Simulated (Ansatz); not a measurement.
**AlCo2: from a guess to a relaxed structure**

Theory: DFT PBE, scalar-relativistic, plane waves, PAW in Ansatz 0.2.0. Cutoff 420 eV, Gaussian smearing, Γ-centred meshes. Cell and atoms relax first on a coarse mesh and then on a finer one. In between, the cell is made exact in the group found at 0.06 Å. In metals the finer mesh still leaves noise of several meV/atom or more. The steps can't lower the symmetry of their start. Collinear spin, starting moments Co 3.0 (×2) μB.

Recipe of this trial structure of AlCo2: random cell by space group and Wyckoff sites (P6/mmm, No. 191). Its size is a rough estimate.

```
Al Co
1.0
     3.67311    0.00000    0.00000
    -1.83656    3.18101    0.00000
     0.00000    0.00000    3.11352
Al Co
1 2
Direct
  0.00000 0.00000 0.00000
  0.33333 0.66667 0.50000
  0.66667 0.33333 0.50000
```

Formation energies are uncorrected and refer to the elements' standard structures at the same level.

Problem. Describe the relaxed structure.

Solution. The symmetry stays P6/mmm (No. 191). The volume per atom shrinks by 1.6 %, from 12.1 to 11.9 Å³. The shortest distance goes from 2.12 Å (Co–Co) to 2.32 Å (Co–Co). The ratio c/a of the conventional cell changes by a factor of 0.76. The energy falls by about 0.28 eV/atom (the start's value is from the coarse mesh). Conventional cell: a = 4.010 Å, c = 2.571 Å. Al has 2 Al at 2.57 Å and 12 Co at 2.65 Å; around Co lie 3 Co at 2.32 Å, 2 Co at 2.57 Å and 6 Al at 2.65 Å.

```yaml
crystal:
  lattice:
    - [4.00976, 0.00000, 0.00000]
    - [-2.00488, 3.47255, 0.00000]
    - [0.00000, 0.00000, 2.57113]
  atoms:
    - { symbol: Al, position: [0.00000, 0.00000, 0.00000] }
    - { symbol: Co, position: [0.33333, 0.66667, 0.50000] }
    - { symbol: Co, position: [0.66667, 0.33333, 0.50000] }
```

Problem. Give its energy and gap.

Solution. The energy over the elements is −0.15 eV/atom. The gap on the 12×12×18 mesh of the 3-atom cell is 0 eV (a metal), the net moment per atom is 0.79 μB and the moment by site is Co 1.2 (×2) μB.

Whether it is stable depends on the other phases of the system, which aren't compared here.

The last run used collinear spin and Gaussian smearing of 0.10 eV. Another magnetic order may lie lower. Symmetry constrained the relaxation, so the result can be a saddle point. In all, the 3 runs took 2.1 min on 1 thread of Arm Neoverse V2, with other jobs on the host. Site moments count only spheres around the atoms; the net moment includes the space between them.
